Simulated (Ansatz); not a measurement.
## Is this Be3Zn2Se5 structure a true minimum?

The structure comes from a generated guess, relaxed at this level; another structure or a mixture of phases may lie lower.

Theory: Ansatz 0.2.0, DFT PBE, scalar-relativistic, plane waves, PAW. Plane waves to 420 eV, a k mesh through Γ of 10×10×10 on the computed 10-atom cell and Gaussian smearing (0.02 eV); no spin polarisation.

The cell below (10 atoms, space group I-4m2 (No. 119)) is relaxed within its symmetry.

```
Be Zn Se
1.0
    -1.89968    1.89968   13.65553
     1.89968   -1.89968   13.65553
     1.89968    1.89968  -13.65553
Be Zn Se
3 2 5
Cartesian
  0.0000 0.0000 0.0000
  0.0000 0.0000 16.1714
  0.0000 0.0000 11.1396
  0.0000 0.0000 5.2974
  0.0000 0.0000 22.0136
  0.0000 1.8997 3.7532
  1.8997 0.0000 6.8278
  0.0000 1.8997 9.9023
  1.8997 0.0000 12.3992
  1.8997 0.0000 1.2563
```

For the test it was strained at random (σ = 1.5 % a component), the atoms were moved at random (σ = 0.05 Å), and all was relaxed again on a coarse 4×4×4 mesh (in the run’s order of axes) with 0.10 eV smearing, with no symmetry imposed.

Task: What happens?

Result: It returns, within 1 meV/atom of the unmoved cell on that mesh and with the same symmetry when read at 0.1 Å. So it is stable against the distortions that fit this cell and that this random move excites. Modes that don't fit the cell aren't tested.
